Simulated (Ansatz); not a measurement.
# TiSe2 (CdI2 type): energy against volume

TiSe2 (CdI2 type)

```yaml
crystal:
  lattice:
    - [3.48104, 0.00000, 0.00000]
    - [-1.74052, 3.01467, 0.00000]
    - [0.00000, 0.00000, 5.87186]
  atoms:
    - { symbol: Ti, position: [0.00000, 0.00000, 0.00000] }
    - { symbol: Se, position: [0.66667, 0.33333, 0.26465] }
    - { symbol: Se, position: [0.33333, 0.66667, 0.73535] }
```

This relaxed cell (volume V₀) is scaled evenly in all directions, its shape held. The atoms relax within the cell's symmetry.

Calculation: PBE-D3(BJ) (plane waves to 420 eV, PAW, scalar-relativistic; Ansatz, a first-principles code). k mesh 15×15×8 (Γ-centred), Fermi-Dirac smearing 0.05 eV. Energies are smeared free energies. Stress and pressure are positive under compression. With the shape held, the modulus is that of even scaling; a crystal free to change shape is softer. TiSe2 is run without spin polarisation. TiSe2 was relaxed with its symmetry unable to fall. ΔE is measured from the relaxed starting cell.

```csv
V/V₀,ΔE (kJ/mol of atoms),P (GPa)
0.840,10.6,12.8
0.880,5.4,8.3
0.920,2.2,4.8
0.960,0.5,2.1
1.000,0.0,0.0
1.040,0.4,-1.6
1.080,1.6,-2.9
1.120,3.3,-3.9
1.160,5.4,-4.7
```

What the scan shows:

- Pressure at the smallest volume: 12.8 GPa
- Energy cost of the largest compression: 109 meV/atom
- Energy cost of the largest expansion: 56 meV/atom
- Bulk modulus at fixed cell shape B₀ (third-order Birch-Murnaghan fit): 46.4 GPa
- Pressure derivative B₀′ (fit): 5.2
- Equilibrium volume of the fit: 20.54 Å³/atom
- Pressure for 5 % compression (fit): 2.7 GPa

The 9 points together took about 7 core-minutes (a rough figure).

(A scan under strain: stresses follow from slopes of the energy per volume, elastic moduli from its curvatures.)
